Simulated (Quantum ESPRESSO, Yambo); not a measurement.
Quasiparticle gap of CdS

CdS is taken in the hexagonal space group P6₃mc (No. 186), the wurtzite structure, Pearson symbol hP4. Lattice parameters: a = 4.125 Å, b = 4.125 Å, c = 6.709 Å, α = 90.00°, β = 90.00°, γ = 120.00°. S on 2b is coordinated by 4 Cd at 2.521–2.527 Å (tetrahedral). Cd on 2b has 4 S at 2.521–2.527 Å (tetrahedral). (Neighbours: up to the widest gap in distance over summed covalent radii, below 1.35, at either atom; cation-cation contacts left out.)

Cell and atoms were relaxed with PBEsol from Materials Project entry mp-672, within its symmetry.

Starting point: PBEsol (pw.x of Quantum ESPRESSO, ONCV potentials, with spin-orbit coupling). G0W0 in Yambo: 3×3×2 Γ-centred k mesh, bands 17 to 236 and a 6 Ry block in the screening, 236 bands in G with the Bruneval-Gonze terminator, plasmon pole fitted at 27.2 eV.

```
Quantity                                            Result
-------------------------------------------------  -------
PBEsol gap along the band path                     1.08 eV
PBEsol gap between the mesh's edge points (Γ → Γ)  1.08 eV
G0W0 gap between the same points                   2.19 eV
```

```
k point  band  E PBEsol (eV)  E QP (eV)  shift (eV)     Z
-------  ----  -------------  ---------  ----------  ----
Γ        VB−2          -0.02      -0.66       -0.64  0.79
Γ        VB−1           0.00      -0.65       -0.65  0.79
Γ          VB           0.00      -0.65       -0.65  0.79
Γ          CB           1.08       1.55        0.47  0.81
Γ        CB+1           1.08       1.55        0.47  0.81
A          VB          -0.40      -1.06       -0.66  0.78
A          CB           2.74       3.25        0.51  0.81
K          VB          -1.71      -2.42       -0.72  0.78
K          CB           4.47       4.70        0.22  0.82
H          VB          -1.16      -1.82       -0.66  0.78
H          CB           4.27       4.89        0.62  0.81
```

Energies count from the PBEsol valence-band maximum.

Nearest settings tried, and what they do to the gap: 162 bands in G: -0 meV; 162 bands in W, 162 bands in G: +56 meV; 5 Ry block (147 vectors against 159): -0 meV; 3×3×1 mesh: -141 meV. So the settings aren't converged at that level. The k mesh is coarse.
